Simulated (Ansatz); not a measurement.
Cs3CoF6:
```
Cs3CoF6
1.0
    0.00000     4.63309     4.63309
    4.63309     0.00000     4.63309
    4.63309     4.63309     0.00000
Cs Co F
3 1 6
Direct
  0.25000   0.25000   0.25000
  0.75000   0.75000   0.75000
  0.50000   0.50000   0.50000
  0.00000   0.00000   0.00000
  0.80061   0.19939   0.19939
  0.19939   0.80061   0.80061
  0.19939   0.80061   0.19939
  0.80061   0.19939   0.80061
  0.19939   0.19939   0.80061
  0.80061   0.80061   0.19939
```

Relaxed with r²SCAN.

### Question
Give the Bader charges and basin volumes of the independent atoms, r²SCAN in the plane-wave PAW code Ansatz.

### Answer


```csv
atom,Bader charge (e),Bader volume (Å³)
Cs1,+0.92,35.7
Cs3,+0.92,30.7
Co4,+1.73,6.9
F5,-0.75,15.0
```

Space group Fm-3m. The first step of the workflow began from a Materials Project structure, measured or hypothetical; the Crystallography Open Database copy checked does not list it. Whether it is the stable phase at ambient conditions was not checked. The cell was relaxed with r²SCAN under the symmetry of its start; its stability against distortions is not shown here. No spin polarisation was allowed. No Hubbard U is applied. Spin–orbit coupling is left out wherever it is not named.

Potentials: the later of the program's two PAW sets.
